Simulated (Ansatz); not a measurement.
Relaxation of a generated cell, TiB2 placed in the MoSi2 structure type; 3 atoms in the cell, which starts as I4/mmm (No. 139), tI6; a = b = 2.839 Å, c = 6.949 Å, α = β = γ = 90.00°. The numbers are results of PBEsol (plane waves to 420 eV, PAW, scalar-relativistic; Ansatz, a quantum-chemistry and plane-wave program), not measurements. Γ-centred k-mesh 11×11×11 on the run's cell (coarser than for final values), Fermi–Dirac smearing 0.05 eV. This is the first round of the run. 

The optimiser's lines from the output (shortened; P is positive under compression):

```
relax step   1: F+E_penalty+E_count = -2776.80495333 eV  Δ(F+E_penalty+E_count) = +0.000e0 eV  max|allowed force component| = 9.997e-1 eV/Å  Δτ_max = 0.0000 Å  P = +7.560 GPa  Ω = 28.003 Å³  (6 SCF iters, dr2 threshold 1.00e-7 eV, accepted)
relax step   2: F+E_penalty+E_count = -2776.95010433 eV  Δ(F+E_penalty+E_count) = -1.452e-1 eV  max|allowed force component| = 2.786e-1 eV/Å  Δτ_max = 0.0345 Å  P = +0.619 GPa  Ω = 28.835 Å³  (6 SCF iters, dr2 threshold 3.00e-7 eV, accepted)
relax step   3: F+E_penalty+E_count = -2777.20680975 eV  Δ(F+E_penalty+E_count) = -2.567e-1 eV  max|allowed force component| = 1.521e0 eV/Å  Δτ_max = 0.0540 Å  P = -3.235 GPa  Ω = 29.573 Å³  (6 SCF iters, dr2 threshold 3.00e-7 eV, accepted)
relax step   4: F+E_penalty+E_count = -2777.24663628 eV  Δ(F+E_penalty+E_count) = -3.983e-2 eV  max|allowed force component| = 3.691e0 eV/Å  Δτ_max = 0.0124 Å  P = -1.582 GPa  Ω = 29.965 Å³  (6 SCF iters, dr2 threshold 3.00e-7 eV, accepted)
relax step   5: F+E_penalty+E_count = -2777.56501650 eV  Δ(F+E_penalty+E_count) = -3.184e-1 eV  max|allowed force component| = 3.459e0 eV/Å  Δτ_max = 0.0514 Å  P = -5.377 GPa  Ω = 30.265 Å³  (6 SCF iters, dr2 threshold 3.00e-7 eV, accepted)
relax step   6: F+E_penalty+E_count = -2778.68363804 eV  Δ(F+E_penalty+E_count) = -1.119e0 eV  max|allowed force component| = 2.305e0 eV/Å  Δτ_max = 0.1946 Å  P = -6.892 GPa  Ω = 30.476 Å³  (6 SCF iters, dr2 threshold 3.00e-7 eV, accepted)
relax step   7: F+E_penalty+E_count = -2778.81977329 eV  Δ(F+E_penalty+E_count) = -1.361e-1 eV  max|allowed force component| = 1.336e0 eV/Å  Δτ_max = 0.0413 Å  P = -4.825 GPa  Ω = 30.266 Å³  (6 SCF iters, dr2 threshold 3.00e-7 eV, accepted)
relax step   8: F+E_penalty+E_count = -2778.87040457 eV  Δ(F+E_penalty+E_count) = -5.063e-2 eV  max|allowed force component| = 3.211e-1 eV/Å  Δτ_max = 0.0472 Å  P = -0.191 GPa  Ω = 29.920 Å³  (6 SCF iters, dr2 threshold 3.00e-7 eV, accepted)
relax step   9: F+E_penalty+E_count = -2778.87302721 eV  Δ(F+E_penalty+E_count) = -2.623e-3 eV  max|allowed force component| = 4.505e-3 eV/Å  Δτ_max = 0.0091 Å  P = +0.390 GPa  Ω = 29.718 Å³  (6 SCF iters, dr2 threshold 3.00e-7 eV, accepted)
relax step  10: F+E_penalty+E_count = -2778.87306181 eV  Δ(F+E_penalty+E_count) = -3.460e-5 eV  max|allowed force component| = 6.113e-3 eV/Å  Δτ_max = 0.0007 Å  P = +0.020 GPa  Ω = 29.783 Å³  (6 SCF iters, dr2 threshold 3.00e-7 eV, accepted)
relax step  11: F+E_penalty+E_count = -2778.87306468 eV  Δ(F+E_penalty+E_count) = -2.870e-6 eV  max|allowed force component| = 5.912e-5 eV/Å  Δτ_max = 0.0001 Å  P = +0.001 GPa  Ω = 29.783 Å³  (6 SCF iters, dr2 threshold 4.23e-8 eV, accepted)
relax step  12: F+E_penalty+E_count = -2778.88218727 eV  Δ(F+E_penalty+E_count) = -9.123e-3 eV  max|allowed force component| = 3.463e-3 eV/Å  Δτ_max = 0.0000 Å  P = +0.341 GPa  Ω = 29.783 Å³  stress off target by 5.24e-1 GPa  SCF on the basis re-selected at this cell (its energy is not comparable with the rows above)  (6 SCF iters)
relax step  13: F+E_penalty+E_count = -2778.88226024 eV  Δ(F+E_penalty+E_count) = -7.297e-5 eV  max|allowed force component| = 1.167e-4 eV/Å  Δτ_max = 0.0001 Å  P = +0.016 GPa  Ω = 29.847 Å³  (6 SCF iters, dr2 threshold 3.00e-7 eV, accepted)
relax step  14: F+E_penalty+E_count = -2778.88225844 eV  Δ(F+E_penalty+E_count) = +1.804e-6 eV  max|allowed force component| = 4.901e-6 eV/Å  Δτ_max = 0.0000 Å  P = +0.000 GPa  Ω = 29.850 Å³  (7 SCF iters, dr2 threshold 1.36e-9 eV, accepted)
relax step  15: F+E_penalty+E_count = -2778.88230590 eV  Δ(F+E_penalty+E_count) = -4.747e-5 eV  max|allowed force component| = 3.819e-5 eV/Å  Δτ_max = 0.0000 Å  P = -0.001 GPa  Ω = 29.850 Å³  stress off target by 1.44e-3 GPa  SCF on the basis re-selected at this cell (its energy is not comparable with the rows above)  (7 SCF iters)
```

From the first to the last row the energy changes by -0.69 eV/atom and the volume by +6.6 %. The last row is marked as not comparable with the walk above it, whose basis was carried along; it does compare with step 1, since both stand on a basis selected at the nominal cutoff for their own cell.

Later rounds, restarted from the end of this one on a renewed k-mesh, logged 10 more steps and released under 0.01 eV/atom more. The final structure after all rounds: I4/mmm (No. 139), tI6; a = 3.164 Å, b = 3.164 Å, c = 5.963 Å, α = 90.00°, β = 90.00°, γ = 90.00°. Between re-selections the logged energies stand on a plane-wave basis carried along with the cell. No spin polarisation in the result.

The run could not lose the symmetry of its start: the end is stationary, and may be a saddle point rather than a minimum.

The relaxed structure here is a generated cell of TiB2: the first start was made by placing the elements on the sites of a structure type, and the end was not matched to a known phase here, so it may be hypothetical. Known forms of TiB2 include space group No. 191.
